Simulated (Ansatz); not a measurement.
Cu Kα1 powder pattern (kinematic, no thermal factors).
```
2θ (°)  relative intensity
 18.47                  24
 29.62                  20
 37.45                   1
 39.98                 100
 40.14                  50
 44.52                  11
 55.93                   9
 56.06                   2
 57.57                   8
 58.07                  17
 61.48                   5
 66.53                   5
 71.16                   1
 72.50                  17
 72.83                  35
 79.88                   1
 84.88                   6
 86.26                  11
 86.68                   6
 89.64                   2
```

The pattern is computed from a structure relaxed with DFT PBE, scalar-relativistic, plane waves, PAW in Ansatz. No spin polarisation. Its elements are Ti, W.

Problem. Give the structure.

Solution. TiW2.
Space group I4/mmm (No. 139). a = 3.174 Å, b = 3.174 Å, c = 9.599 Å, α = 90.00°, β = 90.00°, γ = 90.00°
```csv
atom,site,symmetry,x,y,z
Ti,2b,4/mmm,0.5000,0.5000,0.0000
W,4e,4mm,0.5000,0.5000,0.3276
```

A pattern alone doesn't exclude other cells with like lines; this is the one computed.

It was reached by relaxing an invented guess, and it needn't be the stable form of this composition.
